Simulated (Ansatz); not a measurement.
A crystal relaxed with r2SCAN in Ansatz 0.2.0 has space group Cm (No. 8) and a = 9.222 Å, b = 2.775 Å, c = 4.880 Å, β = 100.4°.

```tsv
atom	site	x	y	z
Xx	2a	0.4903	0.5000	0.9829
Xx	2a	0.0047	0.5000	0.5177
Xx	2a	0.2526	0.0000	0.7482
As	2a	0.2491	0.5000	0.2504
B	2a	0.0358	0.5000	0.1742
B	2a	0.0696	0.0000	0.6858
B	2a	0.3171	0.5000	0.8999
B	2a	0.3308	0.0000	0.4911
```

With r2SCAN the valence top lies at Γ and the conduction bottom at Y₂, 0.31 eV higher; the smallest vertical gap, at Y₂, is 0.48 eV. With HSE06 the valence top lies at Γ and the conduction bottom at Y₂, 0.87 eV higher; the smallest vertical gap, at Y₂, is 1.02 eV. With PBE the valence top lies at Γ and the conduction bottom at Y₂, 0.06 eV higher; the smallest vertical gap, at Y₂, is 0.23 eV. (With 0.02 eV of smearing so small a gap leaves both edges partly filled, and it could close between the points sampled.) Meshes: r2SCAN 10×10×6, HSE06 6×6×4, PBE 10×10×6.

Q: Which element is Xx?
A. Sb
B. Bi
C. N
D. P

A: C. Xx is N: an ordered 8-atom cell of B4AsN3 on the zincblende lattice (Cm). N is surrounded by 4 B at 1.58–1.74 Å; N is surrounded by 4 B at 1.59–1.75 Å; N is surrounded by 4 B at 1.56–1.66 Å; As is surrounded by 4 B at 1.89–1.93 Å and 2 As at 2.78 Å; B is surrounded by 3 N at 1.68–1.75 Å and 1 As at 1.93 Å; B is surrounded by 4 N at 1.66–1.74 Å; B is surrounded by 3 N at 1.58–1.63 Å and 1 As at 1.92 Å; B is surrounded by 2 N at 1.56–1.59 Å and 2 As at 1.89 Å.

All values are calculated for a non-magnetic cell, which may be hypothetical.

The runs are scalar-relativistic, without spin-orbit coupling.

The meshes of the hybrids are coarse, so their gaps aren't converged to the digits shown.
